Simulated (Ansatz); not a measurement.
Consider the following.

AlAg:
```yaml
crystal:
  lattice:
    - [0.00000, 2.65986, 2.65986]
    - [2.65986, 0.00000, 2.65986]
    - [2.65986, 2.65986, 0.00000]
  atoms:
    - { symbol: Ag, position: [0.00000, 0.00000, 0.00000] }
    - { symbol: Al, position: [0.50000, 0.50000, 0.50000] }
```

This is the PBEsol-relaxed structure.

Question: All from the program Ansatz at the PBEsol level (PAW), unless another level is named. Estimate the density of states at the Fermi level.

Answer: 0.39 states/eV per atom (mean over ±0.08 eV).

Question: And the formation energy from the elements (no fitted shifts)?

Answer: 257 meV/atom.

Space group Fm-3m (rock salt). The start of the workflow was typed in or built on a structure type; neither database checked (COD, Materials Project) lists it. Whether it is the stable phase at ambient conditions was not checked. Symmetry was held in the PBEsol relaxation. At this level the phase is mechanically unstable. The run is not spin-polarised. The volume moved by 18 % from the start of the relaxation. Its formation energy is positive at this level, so the cell may be metastable or incomplete. The references are the lowest solids computed at this level, not always the standard phases. Spin–orbit coupling is left out wherever it is not named.

Potentials: the earlier of the program's two PAW sets. The files were generated under PBE; for other functionals the program regenerates the frozen cores, and for LDA and PBEsol the local potential too.
